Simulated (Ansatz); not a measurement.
HfSiO$_{4}$ in space group I4_1/amd (No. 141; Hf on 4a, Si on 4b, O on 16h), the program Ansatz at the r²SCAN level (PAW), all energies at zero smearing, with the estimated change up to a 700 eV cutoff added, with one set of potentials and settings (totals compare only within such a set). Cell of 12 atoms (2 Hf, 2 Si, 8 O): -37315.029 eV.

| element | reference phase | E (eV/atom) |
|---|---|---|
| Hf | P6_3/mmc, 2 atoms in the cell | -15733.7929 |
| Si | Fd-3m, 2 atoms in the cell | -639.0665 |
| O | C2/m, 4 atoms in the cell, spin-polarised | -566.0346 |

Formation energy per atom, worked out: (-37315.029 − 2×(-15733.7929) − 2×(-639.0665) − 8×(-566.0346))/12 = -3.419 eV/atom (-330 kJ per mol of atoms), at 0 K, without zero-point energy or fitted corrections.

The cell was relaxed with r²SCAN under the symmetry of its start. The run is not spin-polarised. The references are the lowest solids computed at this level, not always the standard phases (solids in place of the gases). Scalar-relativistic: spin–orbit coupling is off unless named, which matters more the heavier the elements.

Potentials: the earlier of the program's two PAW sets. The files were generated under PBE; for other functionals the program regenerates the frozen cores, and for LDA and PBEsol the local potential too.
